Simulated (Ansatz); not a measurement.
Ce (fcc, Cu type)

```
CELL_PARAMETERS angstrom
      0.00000     2.36582     2.36582
      2.36582     0.00000     2.36582
      2.36582     2.36582     0.00000
ATOMIC_POSITIONS crystal
  Ce 0.00000 0.00000 0.00000
```

The relaxed cell is deformed in two ways at once: its volume V is scaled, and at that volume it is stretched along z (the c axis of the conventional cell) so that c/a changes. Fractional atomic positions are held.

All values below come from PBE (plane waves to 420 eV, PAW, scalar-relativistic; Ansatz, a first-principles code). k mesh 17×17×17 (Γ-centred), Fermi-Dirac smearing 0.05 eV. Stress and pressure are positive under compression. With partly filled bands, the response to shear is sensitive to the k mesh, so small differences along c/a are uncertain. Ce is run without spin polarisation. Ce was relaxed with its symmetry unable to fall. The PAW data are Ansatz's earlier set. The relaxed volume of Ce is well below the measured one. The f-shell state is unchecked: a lower one may exist. 

| σzz − σxx (GPa) | V/V₀ = 0.960 | V/V₀ = 0.980 | V/V₀ = 1.000 | V/V₀ = 1.020 | V/V₀ = 1.040 |
|---|---|---|---|---|---|
| (c/a)/(c/a)₀ = 0.920 | 4.4 | 4.3 | 4.1 | 4.0 | ___ |
| (c/a)/(c/a)₀ = 0.960 | ___ | ___ | ___ | ___ | ___ |
| (c/a)/(c/a)₀ = 1.000 | 0.0 | 0.0 | 0.0 | 0.0 | 0.0 |
| (c/a)/(c/a)₀ = 1.040 | -0.9 | -0.9 | -1.0 | -1.0 | -1.0 |
| (c/a)/(c/a)₀ = 1.080 | ___ | ___ | -1.9 | -2.0 | -2.0 |

**Question.** Complete the blanks.

**Answer.** 
- (c/a)/(c/a)₀ = 0.920, V/V₀ = 1.040: 3.8
- (c/a)/(c/a)₀ = 0.960, V/V₀ = 0.960: 1.6
- (c/a)/(c/a)₀ = 0.960, V/V₀ = 0.980: 1.5
- (c/a)/(c/a)₀ = 0.960, V/V₀ = 1.000: 1.5
- (c/a)/(c/a)₀ = 0.960, V/V₀ = 1.020: 1.5
- (c/a)/(c/a)₀ = 0.960, V/V₀ = 1.040: 1.5
- (c/a)/(c/a)₀ = 1.080, V/V₀ = 0.960: -1.8
- (c/a)/(c/a)₀ = 1.080, V/V₀ = 0.980: -1.8

(Under strain, the slope of the energy per volume gives the stress and its curvature an elastic modulus.)
